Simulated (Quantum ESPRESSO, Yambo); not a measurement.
Ba₂NF (space group R-3m, No. 166). Cell and atoms were relaxed with LDA from Materials Project entry mp-1018096, within its symmetry. Chain: LDA (pw.x of Quantum ESPRESSO, ONCV potentials, scalar-relativistic); G0W0 in Yambo (4×4×4 Γ-centred k mesh, 134 bands and a 7 Ry block in the screening, 134 bands in G with the Bruneval-Gonze terminator, plasmon pole fitted at 27.2 eV); BSE (6×6×6 mesh, 3 valence and 9 conduction bands, static screening with 50 bands and a 4 Ry block, scissor 0.89 eV, Tamm-Dancoff).

```
Quantity                                                                   Result
--------------------------------------------  -----------------------------------
LDA gap (dense path)                                                      0.72 eV
LDA gap F → F on the GW mesh                                              0.72 eV
LDA smallest direct gap on the GW mesh, at F                              0.72 eV
G0W0 direct gap at that point                                             1.61 eV
G0W0 correction to the gap F → F                                          0.89 eV
lowest exciton                                no binding energy given (see below)
```

Rough cost of the Yambo steps against G0W0 for 4 states: BSE within a factor of two.

Nearest settings tried, and what they do to the gap: 75 bands in W, 75 bands in G: +19 meV; 2×2×2 mesh: -155 meV. Not varied: block. So the settings aren't converged at that level. The BSE states are vertical excitations (zero momentum). The lowest state covers only about 5 of the 216 k points, so the mesh doesn't resolve it: its energy and its distance from the direct gap are mesh artefacts. An extended exciton needs a far denser mesh. Axes are Cartesian, with cell vectors (Å) (1.95, 1.13, 6.47), (-1.95, 1.13, 6.47), (0.00, -2.25, 6.47).

The structure is a Materials Project entry; no match was found in the copy of COD used, and its stability was not checked.
